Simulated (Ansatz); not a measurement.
Run record: relaxation of MnAu (Pm-3m)

The sound run that this one varies used PBEsol, PAW on Ansatz 0.2.0's default frozen-core files (fitted under PBE), scalar-relativistic, spin-polarised.

This run repeats it with other settings: scf.occupations.width = None (was 0.1); scf.occupations.method = tetrahedron_uncorrected (was fermi_dirac); scf.mixing.preconditioner = ldos (was left out).

The structure is one entry of a database and needn't be the stable phase.

Command line:

```sh
ansatz run input.yaml --threads 2 --pin off --max-ram 6144MiB --backend cpu --events-out ev --progress --plain --runs-dir out
```

Input file:

```yaml
crystal:
  lattice:
    - [3.20775807, 0.0, 0.0]
    - [0.0, 3.20775807, 0.0]
    - [0.0, 0.0, 3.20775807]
  atoms:
    - { symbol: Mn, position: [0.5, 0.5, 0.5], spin: 4.0 }
    - { symbol: Au, position: [0.0, 0.0, 0.0] }
magnetization:
  spin_polarized: true
kpoints:
  mp_grid: { grid: [12, 12, 12] }
scf:
  occupations: { method: tetrahedron_uncorrected }
  mixing: { preconditioner: ldos }
hamiltonian:
  xc: pbesol
  pseudopotentials: { kind: paw }
relax:
  f_tol: 0.002
  max_steps: 80
  cell: {}
output:
  forces: true
  stress: true
```

Output (shortened where marked):

```
Error: inconsistent input (scf.mixing.preconditioner, scf.occupations.method): ldos needs the smeared local DOS at the Fermi level to build its model. With no smearing kernel (method: fixed, a smearing width below the step floor, tetrahedron integration, or explicit occupations) the LDOS field is never tabulated. Use a smearing scheme with a finite width, or preconditioner: auto
```

The program refused the input.

Time and hardware: 0.02 s on 2 threads of Arm Neoverse V2 (shared host), peak memory 0.032 GiB.
